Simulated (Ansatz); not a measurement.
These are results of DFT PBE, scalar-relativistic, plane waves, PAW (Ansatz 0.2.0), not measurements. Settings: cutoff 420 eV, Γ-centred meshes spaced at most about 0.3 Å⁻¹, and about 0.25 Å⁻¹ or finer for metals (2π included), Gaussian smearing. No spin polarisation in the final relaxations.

All energies are static (0 K, no zero-point motion).

Two relaxed structures of Ge₂F:

1.

```yaml
crystal:
  lattice:
    - [4.36443, 0.00000, 0.00000]
    - [-2.18222, 3.77971, 0.00000]
    - [0.00000, 0.00000, 2.93074]
  atoms:
    - { symbol: Ge, position: [0.33333, 0.66667, 0.50000] }
    - { symbol: Ge, position: [0.66667, 0.33333, 0.50000] }
    - { symbol: F, position: [0.00000, 0.00000, 0.00000] }
```

2.

```yaml
crystal:
  lattice:
    - [0.00000, 2.57869, 6.59068]
    - [1.43844, 0.00000, 6.59068]
    - [1.43844, 2.57869, 0.00000]
  atoms:
    - { symbol: Ge, position: [0.35200, 0.35200, 0.64800] }
    - { symbol: Ge, position: [0.64800, 0.64800, 0.35200] }
    - { symbol: F, position: [0.00000, 0.00000, 0.00000] }
```

Question: Which would you expect to be lower, and how large is the difference?

Answer: Cell 2 is lower, by 67 meV/atom. Cell 1 has space group P6/mmm (No. 191), 16.1 Å³/atom and no gap on its mesh; cell 2 has space group Fmmm (No. 69), 16.3 Å³/atom and no gap. Counting F atoms around Ge (those within 1.25 times the shortest such distance or 1.15 times the sum of covalent radii; the shortest distance is added where it is long for a bond), cell 1 has Ge 6 from 2.9 Å and cell 2 has Ge 2 from 2.4 Å. Cell 1 holds Ge–Ge nets (shortest 2.52 Å); in cell 2 the shortest Ge–Ge distance is 2.88 Å, near bonding range too. Both come from invented guesses. A third cell relaxed alike, in P4_2/nmc, lies 49 meV/atom below the lower of the two.

Weakly bound directions are ill-defined at this level, which has no dispersion term (Fmmm), and this can change margins and order among such cells. In P6/mmm, Fmmm an odd number of electrons in the primitive cell allows no gap without spin; a larger cell or a magnetic state could open one. Cells relaxed within their symmetry can be saddle points.
